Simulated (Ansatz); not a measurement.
PNO:
```
CELL_PARAMETERS angstrom
     -2.22264     2.38641     3.51219
      2.22264    -2.38641     3.51219
      2.22264     2.38641    -3.51219
ATOMIC_POSITIONS crystal
  P  0.61095 0.36095 0.25000
  P  0.88905 0.13905 0.75000
  N  0.75000 0.39439 0.64439
  N  0.25000 0.10561 0.85561
  O  0.87519 0.25000 0.12519
  O  0.62481 0.75000 0.37481
```

Relaxed with r²SCAN. Special points in fractions of this cell's reciprocal vectors: Γ (0.000, 0.000, 0.000); X (0.500, 0.500, -0.500); F2 (0.350, 0.650, -0.350); Σ0 (-0.350, 0.350, 0.350); Y0 (0.365, -0.365, 0.365); U0 (0.635, 0.365, -0.365); R (0.000, 0.500, 0.000); W (0.250, 0.250, 0.250); S (0.500, 0.000, 0.000); T (0.000, 0.000, 0.500).

### Question
List the band energies nearest the valence-band maximum at these points for DFT-r²SCAN in the program Ansatz with PAW potentials.

### Answer
In eV from the valence-band maximum; about four levels below and three above (degenerate sets whole), none deeper than 8.9 eV; points with the same levels are listed once.

| k | below | above |
|---|---|---|
| Γ | -2.23 -1.91 -1.23 -0.47 | 5.80 6.02 7.79 |
| X | -2.92 -2.65 -2.04 0.00 | 7.24 7.67 8.64 |
| F2 | -2.63 -2.46 -1.75 -0.24 | 7.28 7.68 8.68 |
| Y0 | -2.77 -2.22 -2.09 -0.30 | 6.42 7.92 8.25 |
| R | -2.52 -1.71 -1.55 -0.50 | 7.27 7.72 7.97 |
| W | -2.13 -2.13 -0.88 -0.88 | 6.86 6.86 8.26 8.26 |
| S | -2.53 -2.16 -1.17 -0.75 | 6.29 7.38 7.99 |
| T | -2.25 -1.77 -1.11 -0.61 | 6.55 7.56 7.78 |

Space group I2_12_12_1. The first step of the workflow began from a Materials Project structure, measured or hypothetical; the Crystallography Open Database copy checked does not list it. Its standing as an ambient phase is unchecked. The r²SCAN relaxation kept the symmetry of its start; whether a distortion lowers the energy is not shown.

Potentials: the earlier of the program's two PAW sets.
